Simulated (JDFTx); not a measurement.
## WSi2(001) as an electrode

WSi2(001) slab cut from bulk WSi2 (space group I4/mmm, indices of the conventional cell, lattice of the Materials Project entry mp-1620, not re-optimised): 6 atoms in 6 planes, a 1x1 cell of 10.33 Å² (|a| = 3.215, |b| = 3.215 Å), 6.5 Å between the outermost planes, Si outermost, slab composition W2Si4, cell height 22.5 Å, 6×6×1 k mesh, Fermi smearing 0.01 Ha, no spin polarisation. Whether this polymorph is the ambient one wasn't checked.

Method: PBE, GBRV ultrasoft potentials, plane waves to 20/100 Ha, in a modified build of JDFTx. Outer atoms relaxed in vacuum, keeping the start's symmetry. The same nuclei were then put into each liquid, at zero charge and at set potentials or charges. The model has bare, unreconstructed faces and no explicit solvent. U vs SHE = −μ/e − 4.44 V throughout (conventional absolute potential of the hydrogen electrode). Convergence in thickness and k mesh wasn't tested for this slab.

In vacuum the work function is 4.54 eV, which would put the uncharged electrode at 0.10 V vs SHE if the liquid did nothing. Each liquid moves the Fermi level of the neutral slab, now counted from the bulk liquid: CANDLE, water, 2 M KCl by 0.27 eV, to a potential of zero charge of -0.17 V; SCCS (g09 parameters), water, 2 M KCl by 0.10 eV, to a potential of zero charge of 0.00 V; soft-sphere model, water, 2 M KCl by 0.47 eV, to a potential of zero charge of -0.37 V. The models of water differ by 0.37 V among themselves.

Charging:

| liquid | U − U_pzc (V) | σ (μC/cm²) | σ/(U − U_pzc) (μF/cm²) | Δγ (mJ/m²) |
|---|---|---|---|---|
| CANDLE, water | 0.32 | 4.3 | 14 | -7 |
| CANDLE, water | 0.92 | 13.4 | 15 | -59 |
| CANDLE, water | 1.02 | 15.0 | 15 | -73 |
| SCCS (g09 parameters), water | -0.40 | -4.2 | 11 | -9 |
| SCCS (g09 parameters), water | -0.20 | -2.1 | 11 | -2 |
| soft-sphere model, water | -0.58 | -14.1 | 24 | -40 |
| soft-sphere model, water | -0.28 | -6.5 | 23 | -9 |

The mean capacitance runs from 11 to 24 μF/cm². Δγ, the grand free energy per area against the neutral surface, is negative throughout, since charging at a held potential lowers it. The cavity function reaches one half at 3.0 Å (CANDLE, water), 2.6 Å (SCCS (g09 parameters), water), 2.0 Å (soft-sphere model, water) above the top atoms; the models define their cavities differently. CANDLE's negatively charged runs are left out, as they depend on the cell height. No specific adsorption of ions or solvent is in these numbers.
